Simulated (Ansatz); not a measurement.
Li:
```
CELL_PARAMETERS angstrom
      1.52789     0.88213     7.49914
     -1.52789     0.88213     7.49914
      0.00000    -1.76426     7.49914
ATOMIC_POSITIONS crystal
  Li 0.77776 0.77776 0.77776
  Li 0.22224 0.22224 0.22224
  Li 0.00000 0.00000 0.00000
```

This is the PBEsol-relaxed structure. Tensor components refer to the Cartesian frame of this cell.

Problem. All from PBEsol in the plane-wave PAW code Ansatz, unless another level is named. Predict the bulk modulus (Birch–Murnaghan fit).

Solution. 13.6 GPa.

Problem. What about the highest zone-centre frequency?

Solution. 282 cm⁻¹.

Problem. Next, the elastic constants (relaxed ions, GPa)?

Solution. C11 = 22.0, C12 = 12.4, C13 = 6.3, C14 = 1.5, C33 = 28.5, C44 = 4.8.

Space group R-3m (9R (Sm type)). The first step of the workflow began from a Materials Project structure, measured or hypothetical; the Crystallography Open Database files this formula in space group No. 166, but the cells were not matched. It is not the phase usual at ambient conditions (space group No. 229). Symmetry was held in the PBEsol relaxation; of distortions, only those at the zone centre were tested. As this level gives no gap, shear constants depend on the k-mesh and smearing (Fermi–Dirac, 0.1 eV here). As this level gives no gap, phonon frequencies hold no LO–TO term and depend on the k-mesh and smearing (Fermi–Dirac, 0.1 eV here).

Potentials: the later of the program's two PAW sets.
